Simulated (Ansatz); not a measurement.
TiC:
```yaml
crystal:
  lattice:
    - [0.00000, 2.16630, 2.16630]
    - [2.16630, 0.00000, 2.16630]
    - [2.16630, 2.16630, 0.00000]
  atoms:
    - { symbol: Ti, position: [0.50000, 0.50000, 0.50000] }
    - { symbol: C, position: [0.00000, 0.00000, 0.00000] }
```

Relaxed with PBE. Special points in fractions of this cell's reciprocal vectors: Γ (0.000, 0.000, 0.000); X (0.500, 0.000, 0.500); U (0.625, 0.250, 0.625); K (0.375, 0.375, 0.750); L (0.500, 0.500, 0.500); W (0.500, 0.250, 0.750).

Question: List the band energies nearest the Fermi level at these points for the program Ansatz at the PBE level (PAW).

Answer: In eV from the Fermi level; about four levels below and three above (degenerate sets whole), none deeper than 8.9 eV; points with the same levels are listed once.

| k | below | above |
|---|---|---|
| Γ | – | 0.71 0.71 0.71 |
| X | -3.43 -1.60 -0.03 -0.03 | 2.73 3.53 3.53 |
| U | -3.46 -3.34 -1.72 | 1.47 3.15 3.84 |
| L | -5.83 -2.89 -2.89 | 2.93 2.93 4.11 |
| W | -3.14 -3.14 -2.70 | 2.80 2.80 3.54 |

Space group Fm-3m (rock salt). The PBE relaxation kept the symmetry of its start. The run is not spin-polarised.

Potentials: the earlier of the program's two PAW sets.
